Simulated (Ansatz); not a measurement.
# Relaxing a structure of Ge2Sb2Te5

The start is a generated trial cell of Ge2Sb2Te5 in the Ge2Sb2Te5-Petrov structure type. A full variable-cell relaxation at zero pressure is run with r2SCAN (plane waves to 500 eV, PAW, scalar-relativistic; Ansatz, an electronic-structure program). First-step values are on the input's coarse k-mesh.

Ansatz input (later rounds restart from its end on a renewed k-mesh):
Ansatz 0.2 input:
```yaml
crystal:
  lattice:
    - [4.2199999, 0, 0]
    - [-2.11, 3.6546271, 0]
    - [0, 0, 17.24]
  atoms:
    - { symbol: Te, position: [0, 0, 0] }
    - { symbol: Sb, position: [0.66666667, 0.33333333, 0.106] }
    - { symbol: Sb, position: [0.33333333, 0.66666667, 0.894] }
    - { symbol: Te, position: [0.33333333, 0.66666667, 0.205] }
    - { symbol: Te, position: [0.66666667, 0.33333333, 0.795] }
    - { symbol: Ge, position: [0, 0, 0.317] }
    - { symbol: Ge, position: [0, 0, 0.683] }
    - { symbol: Te, position: [0.66666667, 0.33333333, 0.421] }
    - { symbol: Te, position: [0.33333333, 0.66666667, 0.579] }
basis: { ecutwfc: 500, ecutrho_ratio: 4, xc_grid: 4, fft_grid_basis: typed }
kpoints: { mp_grid: { grid: [6, 6, 2] } }
hamiltonian:
  xc: r2scan
  dispersion: none
  pseudopotentials: { kind: paw }
scf: { occupations: { method: fermi_dirac, width: 0.05 } }
relax: { f_tol: 0.01, max_steps: 100, cell: { stress_tol: 0.02 } }
output: { forces: true, stress: true }
```

**Question.** Which atoms feel the largest initial force, and how large is it?

**Answer.** About 1.9 eV/Å, on Ge6, Ge7 (atoms numbered as listed).

**Question.** By how much does the energy per atom fall from start to end?

**Answer.** 0.12 eV/atom.

**Question.** How does the volume per atom move from start to end?

**Answer.** +6.3 %, from 29.54 to 31.42 Å³/atom.

**Question.** How do the shortest distances between atoms change?

**Answer.** The closest pairs of elements (up to four, under 3.6 Å), start → end: Ge–Te 3.03 → 2.81 Å; Sb–Te 2.97 → 3.00 Å.

**Question.** What band gap does the relaxed structure have at this level?

**Answer.** 0.03 eV, direct at Γ (no spin-orbit coupling).

**Question.** Write out the relaxed structure.

**Answer.** 
Space group P-3m1 (No. 164); a = b = 4.2307 Å, c = 18.2407 Å, α = β = 90.00°, γ = 120.00°

```json
[
 {"atom": "Te", "site": "1a", "symmetry": "-3m.", "x": "0.0000", "y": "0.0000", "z": "0.0000"},
 {"atom": "Sb", "site": "2d", "symmetry": "3m.", "x": "0.6667", "y": "0.3333", "z": "0.1111"},
 {"atom": "Te", "site": "2d", "symmetry": "3m.", "x": "0.3333", "y": "0.6667", "z": "0.2064"},
 {"atom": "Ge", "site": "2c", "symmetry": "3m.", "x": "0.0000", "y": "0.0000", "z": "0.3307"},
 {"atom": "Te", "site": "2d", "symmetry": "3m.", "x": "0.6667", "y": "0.3333", "z": "0.4073"}
]
```

The space group stays P-3m1 (No. 164) (the run could not lower it), with 9 atoms in the primitive cell. Final values are on a 13×13×3 k-mesh of the relaxed cell. No spin polarisation in the result. Spin-orbit coupling is missing; with elements this heavy it can move band edges by tenths of an eV or more.

The run could not lose the symmetry of its start.

The first start was generated by placing the elements on the sites of a structure type. Materials Project lists a structure of Ge2Sb2Te5 in the same space group, P-3m1 (No. 164); the sites were not compared with it, nor with measured phases.
